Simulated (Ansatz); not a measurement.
CaF$_{2}$ (fluorite, space group No. 225), plane-wave PAW PBEsol (Ansatz code). The conduction-band minimum lies at Γ, with 1 equivalent valley. Second derivatives d²E/dk² of the lowest band at one valley (eV·Å²), along Cartesian directions:

```json
[
 {"direction": "[100]", "d²E/dk²": "13.93"},
 {"direction": "[010]", "d²E/dk²": "13.93"},
 {"direction": "[001]", "d²E/dk²": "13.93"},
 {"direction": "[110]", "d²E/dk²": "13.93"},
 {"direction": "[101]", "d²E/dk²": "13.93"},
 {"direction": "[011]", "d²E/dk²": "13.93"}
]
```

Find the principal effective masses, the density-of-states mass and the conductivity mass.

Off-diagonal terms follow from H_xy = H[110] − (H_xx + H_yy)/2, and m*/mₑ = 7.620 eV·Å² over each eigenvalue: 0.55, 0.55, 0.55. One valley's DOS mass (m₁m₂m₃)^(1/3) = 0.55, conductivity mass 3/(Σ 1/mᵢ) = 0.55 mₑ.

What effective density of states Nc follows at 300 K for parabolic valleys?

Nc = 2.509e19 × 1 × (0.55)^(3/2) ≈ 1.0e19 cm⁻³.

Space group Fm-3m (fluorite). The cell was relaxed with PBEsol under the symmetry of its start.

Potentials: the earlier of the program's two PAW sets. The files were generated under PBE; for other functionals the program regenerates the frozen cores, and for LDA and PBEsol the local potential too.

Edges and masses are those of Kohn–Sham bands, whose gap is no quasiparticle gap.
